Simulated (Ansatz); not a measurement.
Here is the system:

Ag2S:
```
CELL_PARAMETERS angstrom
      2.32180    -3.38233     0.00000
      2.32180     3.38233     0.00000
      0.00000     0.00000     6.97545
ATOMIC_POSITIONS crystal
  Ag 0.50000 0.50000 0.00000
  Ag 0.87688 0.12312 0.25000
  Ag 0.12312 0.87688 0.75000
  Ag 0.50000 0.50000 0.50000
  S  0.73918 0.26082 0.75000
  S  0.26082 0.73918 0.25000
```

This is the LDA-relaxed structure. Tensor components refer to the Cartesian frame of this cell.

Task: All from DFT-LDA in the program Ansatz with PAW potentials, unless another level is named. Give the weight of the conduction-edge state by species (Voronoi cells).

Result: Ag 76 %, S 24 %.

Task: And the conduction-band minimum?

Result: at Γ.

Task: Predict the valence-band maximum.

Result: at S (k = 0.000, 0.500, 0.000).

Space group Cmcm. The workflow started from a Materials Project entry (that database holds measured and hypothetical structures alike); the Crystallography Open Database copy checked does not list it. COD files the formula under space group No. 4, 14, so this cell is another polymorph or a model. Its standing as an ambient phase is unchecked. The cell was relaxed with LDA under the symmetry of its start; of distortions, only those at the zone centre were tested. The run is not spin-polarised. Scalar-relativistic: spin–orbit coupling is off unless named, which matters more the heavier the elements.

Potentials: the later of the program's two PAW sets.
